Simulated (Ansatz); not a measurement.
With the program Ansatz at the PBE level (PAW), SiN₂ in the cubic phase (Pa-3; Si on 4a, N on 8c) relaxes to a = 4.470 Å. Si has 6 nearest neighbours from 1.91 Å (octahedral). Its formation energy from the elements is -0.45 eV/atom, with no fitted shifts.

The Kohn–Sham gap is 5.04 eV (indirect). The valence maximum lies on the Γ–X line, 60 % of the way from Γ and the conduction minimum on the Γ–R line, 52 % of the way from Γ (8 equivalent valleys). The electron mass is 0.36, 1.0, 1.0 mₑ (principal values).

The bulk modulus is 320 GPa.

The start of the workflow was typed in or built on a structure type; neither database checked (COD, Materials Project) lists it. Its standing as an ambient phase is unchecked. The cell was relaxed with PBE under the symmetry of its start; whether a distortion lowers the energy is not shown. The references are the lowest solids computed at this level, not always the standard phases (solids in place of the gases).

Potentials: the earlier of the program's two PAW sets.
